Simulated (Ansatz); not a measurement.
Polymorphs of BC3, each relaxed with the program Ansatz at the PBE+D3(BJ) level (PAW):

A: Cmcm
a = 5.1587 Å, b = 8.9387 Å, c = 6.5780 Å, α = β = γ = 90.00°

```json
[
 {"atom": "B", "site": "4c", "symmetry": "m2m", "x": "0.0000", "y": "0.0745", "z": "0.2500"},
 {"atom": "C", "site": "4c", "symmetry": "m2m", "x": "0.0000", "y": "0.2490", "z": "0.2500"},
 {"atom": "B", "site": "4c", "symmetry": "m2m", "x": "0.0000", "y": "0.7411", "z": "0.2500"},
 {"atom": "C", "site": "8g", "symmetry": "..m", "x": "0.2381", "y": "0.3286", "z": "0.2500"},
 {"atom": "C", "site": "8g", "symmetry": "..m", "x": "0.2381", "y": "0.4872", "z": "0.2500"},
 {"atom": "C", "site": "4c", "symmetry": "m2m", "x": "0.0000", "y": "0.5667", "z": "0.2500"}
]
```

B: P6/mmm
a = b = 5.1581 Å, c = 3.6805 Å, α = β = 90.00°, γ = 120.00°

```csv
atom,site,symmetry,x,y,z
B,2c,-6m2,0.3333,0.6667,0.0000
C,6l,mm2,0.1588,0.3175,0.0000
```

Problem. Rank these by energy per atom at 0 K (lowest first), as PBE+D3(BJ) gives it.

Solution. A (+0 meV/atom), B (+17 meV/atom)

Typed or built starts, not in the databases checked: A; B. All cells were relaxed under the symmetry of their starts (and spin orders); stability against distortions was not tested throughout.

Energies hold the estimated change up to a 700 eV cutoff; steps of a few meV lie near the error of the meshes.

Potentials: the earlier of the program's two PAW sets.
